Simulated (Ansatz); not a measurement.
The elements of this relaxed trial crystal are hidden behind letters.

```
lattice vectors (Å)
   2.6981    0.0000    0.0000
  -1.3490    2.3366    0.0000
   0.0000    0.0000   21.7167
fractional positions
X 0.3333 0.6667 0.0574
X 0.3333 0.6667 0.8299
X 0.6667 0.3333 0.1701
X 0.6667 0.3333 0.9426
Z 0.3333 0.6667 0.2657
Z 0.3333 0.6667 0.4533
Z 0.3333 0.6667 0.6400
Z 0.6667 0.3333 0.3600
Z 0.6667 0.3333 0.5467
Z 0.6667 0.3333 0.7343
```

The calculation used DFT PBE, scalar-relativistic, plane waves, PAW in Ansatz. The final run on the 10-atom cell used 420 eV, a Γ-centred 18×18×2 mesh, 0.10 eV smearing and no spin polarisation.

```
Space group                                 : P-3m1 (No. 164)
Conventional cell                           : a = 2.698 Å, c = 21.717 Å
Volume per atom                             : 13.69 Å³
Density                                     : 5.93 g/cm³
Formation energy                            : +0.03 eV/atom
Gap on the 18×18×2 mesh of the 10-atom cell : 0 eV (a metal)
```

Energies are uncorrected and count from the elements' standard states at the same level.

Task: X is a p-block element of period 3 and Z is a d-block element of period 4. Which elements are they?

Result: X = Al, Z = Cu, so the formula is Al2Cu3. Density times volume gives a mean mass of 5.93 × 13.69/1.6605 = 48.9 u per atom, and this set has 48.9 u. Among the elements that the hints allow, noble gases aside, only these give it. Around Al on its first site lie 6 Al at 2.70 Å and 6 Al at 2.90–2.94 Å; around Al on its second site lie 3 Cu at 2.60 Å, 6 Al at 2.70 Å and 3 Al at 2.90 Å; Cu on its first site is surrounded by 9 Cu at 2.57–2.70 Å and 3 Al at 2.60 Å; 2 more sites not described.

Symmetry constrained the relaxation, so the result can be a saddle point. Another cell of Al2Cu3 relaxed alike, in P-6m2, lies 126 meV/atom lower, so this cell isn't the stable form at this level.
